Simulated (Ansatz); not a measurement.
# ZnS: computed property card

ZnS:
```
CELL_PARAMETERS angstrom
      3.78697     0.00000     0.00000
     -1.89348     3.27961     0.00000
      0.00000     0.00000    61.86521
ATOMIC_POSITIONS crystal
  Zn 0.00000 0.00000 0.39995
  Zn 0.00000 0.00000 0.89995
  Zn 0.33333 0.66667 0.44994
  Zn 0.66667 0.33333 0.94994
  Zn 0.66667 0.33333 0.20001
  Zn 0.33333 0.66667 0.70001
  Zn 0.66667 0.33333 0.65002
  Zn 0.33333 0.66667 0.15002
  Zn 0.00000 0.00000 0.60004
  Zn 0.00000 0.00000 0.10004
  Zn 0.66667 0.33333 0.34997
  Zn 0.33333 0.66667 0.84997
  Zn 0.66667 0.33333 0.05007
  Zn 0.33333 0.66667 0.55007
  Zn 0.00000 0.00000 0.24999
  Zn 0.00000 0.00000 0.74999
  Zn 0.66667 0.33333 0.50000
  Zn 0.33333 0.66667 0.00000
  Zn 0.66667 0.33333 0.79998
  Zn 0.33333 0.66667 0.29998
  S  0.66667 0.33333 0.23750
  S  0.33333 0.66667 0.73750
  S  0.66667 0.33333 0.83747
  S  0.33333 0.66667 0.33747
  S  0.33333 0.66667 0.88746
  S  0.66667 0.33333 0.38746
  S  0.00000 0.00000 0.78749
  S  0.00000 0.00000 0.28749
  S  0.66667 0.33333 0.08754
  S  0.33333 0.66667 0.58754
  S  0.33333 0.66667 0.48743
  S  0.66667 0.33333 0.98743
  S  0.00000 0.00000 0.13753
  S  0.00000 0.00000 0.63753
  S  0.66667 0.33333 0.68751
  S  0.33333 0.66667 0.18751
  S  0.33333 0.66667 0.03756
  S  0.66667 0.33333 0.53756
  S  0.00000 0.00000 0.93745
  S  0.00000 0.00000 0.43745
```

Space group P6_3mc (No. 186); conventional cell a = b = 3.7870 Å, c = 61.8652 Å, α = β = 90.00°, γ = 120.00°.

Method: plane-wave PAW PBEsol (Ansatz code). Structure relaxed to zero pressure with the same functional. Other levels are named where they apply.

### Cell and energy

```yaml
volume_per_atom: 19.21 Å³
density: 4.21 g/cm³
Formation energy from the elements (no fitted shifts): -79 kJ/mol of atoms
```

### Electronic structure

```yaml
band_gap: 2.09 eV (direct)
valence_band_maximum: at Γ
conduction_band_minimum: at Γ
electron_effective_mass: 0.17 mₑ (isotropic)
Hole effective mass, band 1 of 2 at the edge: 1.5 along x, 1.4 along z (mₑ)
Hole effective mass, band 2 of 2 at the edge: 0.16 along x, 1.4 along z (mₑ)
HSE06 gap on the PBEsol cell: 3.47 eV
```

### Mechanics

```yaml
Bulk modulus (Birch–Murnaghan fit): 78.9 GPa
Pressure derivative B′: 4.4
```

The first step of the workflow began from a Materials Project structure, measured or hypothetical. Its sites differ from those of the usual phase in this space group: another stacking or structure type. The PBEsol relaxation kept the symmetry of its start; its stability against distortions is not shown here. The references are the lowest solids computed at this level, not always the standard phases.

Potentials: the later of the program's two PAW sets.
